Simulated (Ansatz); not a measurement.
Ca3GeO (anti-perovskite)

```
CELL_PARAMETERS angstrom
      4.60486     0.00000     0.00000
      0.00000     4.60486     0.00000
      0.00000     0.00000     4.60486
ATOMIC_POSITIONS crystal
  Ca 0.50000 0.50000 0.00000
  Ca 0.00000 0.50000 0.50000
  Ca 0.50000 0.00000 0.50000
  Ge 0.00000 0.00000 0.00000
  O  0.50000 0.50000 0.50000
```

The slice is a {210} plane (indices of the conventional cell) through the point (0.500, 0.500, 0.000) (fractional), spanned by u = [100] and v = [021] in vectors of this cell: u (4.60 Å) and v (10.30 Å, at 90° to u). It covers one period; positions are fractions (u, v).

The numbers are results of LDA (plane waves to 420 eV, PAW, scalar-relativistic; Ansatz, a first-principles code), not measurements. k mesh 7×7×7. These are valence fields of a PAW run, semicore shells included where kept as valence: close to a nucleus they are smooth pseudo fields. At this level the bands of Ca3GeO touch or barely overlap. Ca3GeO was relaxed with its symmetry unable to fall.

Problem. Sketch the electrostatic potential energy of an electron, from the cell's mean on this plane as a map.

Solution. 
```
v \ u  0.00  0.11  0.22  0.33  0.44  0.56  0.67  0.78  0.89
-----  ----  ----  ----  ----  ----  ----  ----  ----  ----
0.90   <0.0   0.7   5.5   7.7   7.8   7.8   7.7   5.5   0.7
0.75    0.7   3.1   6.5   6.9   4.7   4.7   6.9   6.5   3.1
0.60    4.9   5.9   5.6   2.7  <0.0  <0.0   2.7   5.6   5.9
0.45      x     x   4.7     x     x     x     x   4.7     x
0.30   <0.0   0.7   5.5   7.7   7.8   7.8   7.7   5.5   0.7
0.15    5.0   6.0   7.6   7.1   4.5   4.5   7.1   7.6   6.0
0.00      x     x  <0.0   6.2   8.6   8.6   6.2  <0.0     x
```

Values: electrostatic potential energy of an electron, from the cell's mean, in eV. Points within 1 Å of a nucleus are blanked (x), as the pseudised field means little there. Values under 0 eV are set to 0. The zero, the cell's mean, hangs on the PAW cores.
